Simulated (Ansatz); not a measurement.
An Ansatz (an electronic-structure program) run. Input:

Ansatz 0.2 input:
```yaml
crystal:
  lattice:
    - [3.913223901, -2.3119496221, 0.0]
    - [3.913223901, 2.3119496221, 0.0]
    - [0.0, 0.0, 4.1343967307]
  atoms:
    - { symbol: B, position: [0.0063105688, 0.3239382556, 0.5676907142] }
    - { symbol: B, position: [0.9936894312, 0.6760617444, 0.0676907142] }
    - { symbol: B, position: [0.6760617444, 0.9936894312, 0.5676907142] }
    - { symbol: B, position: [0.3239382556, 0.0063105688, 0.0676907142] }
    - { symbol: O, position: [0.7551485477, 0.2448514523, 0.4999691912] }
    - { symbol: O, position: [0.2448514523, 0.7551485477, 0.9999691912] }
    - { symbol: O, position: [0.9209144193, 0.6603024757, 0.4186196902] }
    - { symbol: O, position: [0.0790855807, 0.3396975243, 0.9186196902] }
    - { symbol: O, position: [0.3396975243, 0.0790855807, 0.4186196902] }
    - { symbol: O, position: [0.6603024757, 0.9209144193, 0.9186196902] }
kpoints:
  mp_grid: { grid: [7, 7, 7] }
hamiltonian:
  xc: pbesol
  pseudopotentials: { kind: paw }
scf:
  occupations: { method: fixed }
phonons:
  method: dfpt
  response_accuracy: low
  eigenvectors: true
  rigid_motions: translations
  dielectric: true
```

Output (shortened):

```
Pseudopotential: B, paw, valence charge 3
Pseudopotential: O, paw, valence charge 6
Functional definition: PBEsol
Crystal: 10 atoms, lattice volume = 74.809 Å³
Basis set: ecut = 420 eV, 1467 PW (Γ), exchange–correlation on 64×64×60 points (8 copies of the dense FFT grid, shifted against one another)
Bands: 34, of which v1, the nominal top of the filled ones, is band 24 counted from 1 (23 counted from 0)
Symmetry: 4 space group operations
k-points: 172 of 343 (irreducible under 1 space group operation, time reversal used)
SCF iter   1: F=—  HF=-3984.957887 eV  |F-HF|=—  |Δ(HF+E_count)|=         —  Δρ=1.05e-2  dr2=5.21e-2  ethr=1.77e-3  ⟨swp⟩=4.4  Hψ=22447  notcnv=0  defer=1237
preconditioner: auto → Resta (q_TF=auto, 2.534 Å⁻¹)
SCF iter   2: F=—  HF=-3984.943771 eV  |F-HF|=—  |Δ(HF+E_count)|=   1.41e-2  Δρ=2.23e-3  dr2=2.32e-3  ethr=1.08e-4  ⟨swp⟩=2.8  Hψ=11512  notcnv=0  defer=1376
SCF iter   3: F=—  HF=-3984.943654 eV  |F-HF|=—  |Δ(HF+E_count)|=   1.17e-4  Δρ=1.03e-3  dr2=5.41e-4  ethr=4.83e-6  ⟨swp⟩=2.9  Hψ=8084  notcnv=0  defer=1376
SCF iter   4: F=—  HF=-3984.943644 eV  |F-HF|=—  |Δ(HF+E_count)|=   1.01e-5  Δρ=1.84e-4  dr2=1.55e-5  ethr=1.13e-6  ⟨swp⟩=2.1  Hψ=8796  notcnv=0  defer=1376
SCF iter   5: F=—  HF=-3984.943646 eV  |F-HF|=—  |Δ(HF+E_count)|=   2.04e-6  Δρ=6.96e-5  dr2=2.47e-6  ethr=3.23e-8  ⟨swp⟩=2.0  Hψ=8847  notcnv=0  defer=1021
SCF iter   6: F=—  HF=-3984.943645 eV  |F-HF|=—  |Δ(HF+E_count)|=   1.38e-6  Δρ=1.94e-5  dr2=2.41e-7  ethr=5.15e-9  ⟨swp⟩=2.2  Hψ=7665  notcnv=0  defer=773
SCF iter   7: F=—  HF=-3984.943645 eV  |F-HF|=—  |Δ(HF+E_count)|=   1.27e-7  Δρ=2.97e-6  dr2=6.89e-9  ethr=5.02e-10  ⟨swp⟩=2.2  Hψ=8450  notcnv=0  defer=773
SCF iter   8: F=—  HF=-3984.943645 eV  |F-HF|=—  |Δ(HF+E_count)|=   6.42e-9  Δρ=4.13e-7  dr2=1.40e-10  ethr=1.43e-11  ⟨swp⟩=2.1  Hψ=8962  notcnv=0  defer=773
SCF iter   9: F=-3984.943645 eV  HF=-3984.943645 eV  |F-HF|=3.18e-12  |Δ(HF+E_count)|=  1.47e-10  Δρ=6.64e-8  dr2=4.72e-12  ethr=1.00e-12  ⟨swp⟩=14.8  Hψ=36852  notcnv=0
SCF 1 converged in 9 iterations: F = -3984.943645 eV  dr2 = 4.72e-12
NSCF: frozen V_eff on 9 k-points
DFPT response loops at Γ: preconditioner auto → none (the input reference at scf.mixing.eps_inf says where Resta's filter doesn't serve); β = 0.50 …
SCF converged after 9 iterations
Free energy (F): -3984.943645 eV
Harris-Foulkes:  -3984.943645 eV  (|F-HF|=3.18e-12)
Internal energy: -3984.943645 eV  (E = F + TS)
E sigma→0 (E₀):  -3984.943645 eV
Fermi energy:    5.819161 eV
--- Per-component energies (eV) ---
  E_band       = -112.203572
  E_kinetic    = 1261.493299
  E_local      = -2426.659378  (includes V_loc(G=0)·N_el)
  E_nonlocal   = 336.066759
  E_hartree    = 830.818574
  E_xc         = -563.939730
  E_vxc        = -712.190879  (∫ρ·V_xc dr)
  E_paw        = -1222.350563  (= ΣΔE_a)
  E_vpaw       = -232.566021  (= ΣTr[D̂ρ^β])
  E_aug_tail   = 0.015450  (compensation charges beyond the density's cutoff)
  E_ewald      = -2200.658627
  E_core_change = 0.270571  (= ΣΔE_core)
  E_smearing   =  0.000000  (= −TS)
  E_closure    = 0.000000  (closes the sum)
  Σ components = -3984.943645   (vs F -3984.943645, Δ=0.00e0)
  [band-id]    e_kinetic+e_local+e_nonlocal+2·e_hartree+e_vxc+e_vpaw+e_augmentation_tail = -112.203623   (vs E_band -112.203572, Δ=-5.07e-5)
--- Band table (eV; the first three rows and the last of 172) ---
  k-point 0: bands = ["-16.2184", "-13.2399", "-13.1277", "-12.9046", "-11.9906", "-11.8774", "-4.1537", "-3.7719", "-3.5861", "-2.0893", "-1.5586", "-0.9685", "0.0777", "0.1568", "0.9912", "1.7625", "3.9732", "3.9930", "4.3106", "4.3730", "4.3874", "5.1815", …
  k-point 1: bands = ["-16.1167", "-13.4887", "-13.1044", "-12.9022", "-11.9453", "-11.8711", "-3.9449", "-3.8493", "-3.7872", "-2.0504", "-1.4830", "-0.7101", "0.0778", "0.4481", "0.8007", "1.6185", "3.7080", "4.0282", "4.2872", "4.3005", "4.6725", "4.9189", …
  k-point 2: bands = ["-15.8175", "-14.0645", "-13.0451", "-12.9031", "-11.8813", "-11.8565", "-4.2997", "-4.2944", "-2.8196", "-1.8610", "-1.2739", "-0.6964", "0.3654", "0.4869", "0.9932", "1.1478", "3.3527", "3.7322", "4.1196", "4.2464", "4.7893", "5.0278", …
  k-point 171: bands = ["-15.1745", "-14.8686", "-12.9190", "-12.8014", "-12.2977", "-11.9261", "-3.6341", "-3.1503", "-2.3881", "-2.2064", "-1.3411", "-0.9053", "-0.0063", "0.5384", "0.8623", "1.7958", "2.4986", "3.0569", "3.7804", "4.1447", "4.6051", …
--- Phonons (Γ-DFPT): 9 representative perturbations + reference, on 172 of 343 k-points (Σ response iterations 27) ---
  ASR residual: 4.919e-5 → 0.000e0 eV/Å²; symmetrization residual: 1.478e-5 eV/Å²
  ASR residual per site (eV/Å²): 1.42e-5 1.42e-5 1.42e-5 1.42e-5 4.46e-5 4.46e-5 4.92e-5 4.92e-5 4.92e-5 4.92e-5
  Γ frequencies (cm⁻¹): 0.00 0.00 0.00 278.33 286.83 321.74 373.61 437.10 506.50 538.01 568.13 576.06 658.18 684.91 692.16 770.54 805.20 807.97 842.62 848.74 864.54 864.62 903.50 947.08 982.63 1036.85 1102.43 1177.82 1240.84 1241.73
  ε∞ (high-frequency dielectric tensor):
        3.118407     0.000000     0.000000
        0.000000     2.972979     0.000000
        0.000000     0.000000     3.022873
  ε⁰ (static dielectric tensor: ions relaxed, cell fixed):
        6.322186     0.000000     0.000000
        0.000000     6.240052     0.000000
        0.000000     0.000000     6.261679
  ε⁰ − ε∞ (ionic part):
        3.203779     0.000000     0.000000
        0.000000     3.267073     0.000000
        0.000000     0.000000     3.238806
  softest optical mode at Γ: 278.33 cm⁻¹; the repairs (sum rule, projections) moved no ω² at Γ by more than (3.56 cm⁻¹)²
  Born effective charges Z* (e; rows j = field, columns β = displacement):
    site 0:
         2.87694   -0.18560    0.11119
         0.14917    2.40552   -0.05159
        -0.05941   -0.02123    2.47429
    site 1:
         2.87694   -0.18560   -0.11119
         0.14917    2.40552    0.05159
         0.05941    0.02123    2.47429
    site 2:
         2.87694    0.18560   -0.11119
        -0.14917    2.40552   -0.05159
         0.05941   -0.02123    2.47429
    site 3:
         2.87694    0.18560    0.11119
        -0.14917    2.40552    0.05159
        -0.05941    0.02123    2.47429
    site 4:
        -2.98162    0.00000    0.00000
         0.00000   -1.09531    0.03983
         0.00000    0.02218   -1.08024
    site 5:
        -2.98162    0.00000    0.00000
         0.00000   -1.09531   -0.03983
         0.00000   -0.02218   -1.08024
    site 6:
        -1.38614   -0.51560    0.39484
        -0.53248   -1.85786   -0.10032
         0.25299   -0.16149   -1.93417
    site 7:
        -1.38614   -0.51560   -0.39484
        -0.53248   -1.85786    0.10032
        -0.25299    0.16149   -1.93417
    site 8:
        -1.38614    0.51560   -0.39484
         0.53248   -1.85786   -0.10032
        -0.25299   -0.16149   -1.93417
    site 9:
        -1.38614    0.51560    0.39484
         0.53248   -1.85786    0.10032
         0.25299    0.16149   -1.93417
  Z* charge neutrality: 2.414e-5 e pre-enforcement
  k-mesh period / interband length: 28.9 Å / 1.09 Å = 26.64 at k = (0.0000, 0.0000, 0.0000), direct gap 8.720 eV — 14 or more, which is no proof of convergence
  optical modes at Γ without the LO–TO term, one row a degenerate level:
      ω (cm⁻¹)  modes    IR ((D/Å)²/amu)
        278.33      1             0.0087
        286.83      1             0.2554
        321.74      1             0.3593
        373.61      1             0.0000
        437.10      1             0.0716
        506.50      1             2.7032
        538.01      1             0.0000
        568.13      1             0.4828
        576.06      1             5.3350
        658.18      1             0.0000
        684.91      1            10.2455
        692.16      1             1.2257
        770.54      1             4.3335
        805.20      1             0.1012
        807.97      1             0.0000
        842.62      1            65.1870
        848.74      1             0.0000
        864.54      1            64.4807
        864.62      1            20.8527
        903.50      1             0.1659
        947.08      1             0.0000
        982.63      1            25.9739
       1036.85      1             0.0649
       1102.43      1             3.5988
       1177.82      1             4.6512
       1240.84      1             0.0000
       1241.73      1            52.5556
  optical modes at Γ + LO–TO along q̂ = [1.0000, 0.0000, 0.0000]:
      ω (cm⁻¹)  modes    IR ((D/Å)²/amu)
        278.33      1             0.0087
        286.83      1             0.2554
        321.74      1             0.3593
        373.61      1             0.0000
        437.10      1             0.0716
        506.50      1             2.7032
        538.01      1             0.0000
        569.49      1             0.0586
        576.06      1             5.3350
        658.18      1             0.0000
        692.16      1             1.2257
        709.44      1             1.2867
        770.54      1             4.3335
        805.35      1             0.0075
        807.97      1             0.0000
        842.62      1            65.1870
        848.74      1             0.0000
        864.54      1            64.4807
        901.51      1             1.9255
        903.50      1             0.1659
        947.08      1             0.0000
       1036.85      1             0.0649
       1060.39      1             7.9622
       1102.43      1             3.5988
       1177.82      1             4.6512
       1240.84      1             0.0000
       1513.11      1            98.9713
  optical modes at Γ + LO–TO along q̂ = [0.0000, 1.0000, 0.0000]:
      ω (cm⁻¹)  modes    IR ((D/Å)²/amu)
        278.33      1             0.0087
        288.72      1             0.0507
        321.74      1             0.3593
        373.61      1             0.0000
        437.41      1             0.0107
        506.50      1             2.7032
        538.01      1             0.0000
        568.13      1             0.4828
        591.88      1             0.6737
        658.18      1             0.0000
        684.91      1            10.2455
        692.16      1             1.2257
        770.54      1             4.3335
        805.20      1             0.1012
        807.97      1             0.0000
        848.74      1             0.0000
        864.54      1            64.4807
        864.62      1            20.8527
        903.32      1             0.0068
        947.08      1             0.0000
        982.63      1            25.9739
       1036.30      1             0.2101
       1071.19      1             9.5100
       1177.82      1             4.6512
       1214.78      1            64.2164
       1240.84      1             0.0000
       1241.73      1            52.5556
  optical modes at Γ + LO–TO along q̂ = [0.0000, 0.0000, 1.0000]:
      ω (cm⁻¹)  modes    IR ((D/Å)²/amu)
        278.39      1             0.0016
        286.83      1             0.2554
        324.06      1             0.0702
        373.61      1             0.0000
        437.10      1             0.0716
        516.62      1             0.4392
        538.01      1             0.0000
        568.13      1             0.4828
        576.06      1             5.3350
        658.18      1             0.0000
        684.91      1            10.2455
        694.48      1             0.0942
        775.77      1             0.1617
        805.20      1             0.1012
        807.97      1             0.0000
        842.62      1            65.1870
        848.74      1             0.0000
        864.62      1            20.8527
        903.50      1             0.1659
        947.08      1             0.0000
        982.63      1            25.9739
       1036.85      1             0.0649
       1102.43      1             3.5988
       1117.70      1            21.8080
       1240.84      1             0.0000
       1241.73      1            52.5556
       1263.19      1            55.1874
```

Cost: around 8 core-minutes (rough) on shared cores.

Space group Cmc2_1. The first step of the workflow began from a Materials Project structure, measured or hypothetical; the Crystallography Open Database copy checked does not list it. COD files the formula under space group No. 144, 152. Its standing as an ambient phase is unchecked. The cell was relaxed with PBEsol under the symmetry of its start; its stability against distortions is not shown here.

Potentials: the later of the program's two PAW sets.

Ansatz is a plane-wave DFT program.
